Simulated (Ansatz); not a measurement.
Bi₂Se₃: from a starting cell to a relaxed one

The start is a randomly generated symmetric cell of Bi2Se3 (space group No. 224). The structure is fully relaxed (lattice and positions, P = 0) with PBE (plane waves to 420 eV, PAW, scalar-relativistic; Ansatz, a quantum-chemistry and plane-wave program). First-step values are on the input's coarse k-mesh.

Ansatz input (later rounds restart from its end on a renewed k-mesh):
Ansatz 0.2 input:
```yaml
crystal:
  lattice:
    - [6.7464431, 0, 0]
    - [0, 6.7464431, 0]
    - [0, 0, 6.7464431]
  atoms:
    - { symbol: Bi, position: [0.25, 0.25, 0.25] }
    - { symbol: Bi, position: [0.75, 0.75, 0.25] }
    - { symbol: Bi, position: [0.75, 0.25, 0.75] }
    - { symbol: Bi, position: [0.25, 0.75, 0.75] }
    - { symbol: Se, position: [0, 0.5, 0.5] }
    - { symbol: Se, position: [0.5, 0, 0.5] }
    - { symbol: Se, position: [0.5, 0.5, 0] }
    - { symbol: Se, position: [0, 0.5, 0] }
    - { symbol: Se, position: [0.5, 0, 0] }
    - { symbol: Se, position: [0, 0, 0.5] }
basis: { ecutwfc: 420, ecutrho_ratio: 4, xc_grid: 2, fft_grid_basis: typed }
kpoints: { mp_grid: { grid: [4, 4, 4] } }
hamiltonian:
  xc: pbe
  dispersion: none
  pseudopotentials: { azcp: { folder: ./paw }, kind: paw }
scf: { occupations: { method: fermi_dirac, width: 0.05 } }
relax: { f_tol: 0.01, max_steps: 100, cell: { stress_tol: 0.02 } }
output: { forces: true, stress: true }
```

Q: How large is the pressure on the unrelaxed cell, and of which sign?

A: +5.3 GPa (positive: the cell is compressed).

Q: How much energy is released per atom?

A: 0.05 eV/atom.

Q: How do the shortest distances between atoms change?

A: The closest pairs of elements (up to four, under 3.6 Å), start → end: Bi–Se 2.92 → 3.02 Å; Se–Se 3.37 → 3.48 Å.

Q: Is the relaxed structure metallic? Give its gap.

A: Zero (metallic).

Q: What does it relax into? Give the structure.

A: 
```cif
data_Bi4Se6
_chemical_formula_sum 'Bi4 Se6'
_space_group_name_H-M_alt 'Pn-3m :1'
_space_group_IT_number 224
_space_group_name_Hall 'P 4n 2 3 -1n'
_cell_length_a 6.96300
_cell_length_b 6.96300
_cell_length_c 6.96300
_cell_angle_alpha 90.000
_cell_angle_beta 90.000
_cell_angle_gamma 90.000
loop_
_atom_site_label
_atom_site_type_symbol
_atom_site_symmetry_multiplicity
_atom_site_Wyckoff_symbol
_atom_site_fract_x
_atom_site_fract_y
_atom_site_fract_z
_atom_site_occupancy
Bi1 Bi 4 b 0.25000 0.25000 0.25000 1
Se1 Se 6 d 0.00000 0.00000 0.50000 1
```

The space group stays Pn-3m (No. 224) (the run could not lower it), with 10 atoms in the primitive cell. Final values are on a 7×7×7 k-mesh of the relaxed cell. No spin polarisation in the result.

The run could not lose the symmetry of its start, so the end can be a saddle point.

All atoms sit on sites fixed by symmetry, so only the cell could relax.

The relaxed structure here is a generated cell of Bi2Se3: the first start was made by a random draw of sites in a space group, and the end was not matched to a known phase here, so it may be hypothetical. Known forms of Bi2Se3 include space group No. 166.
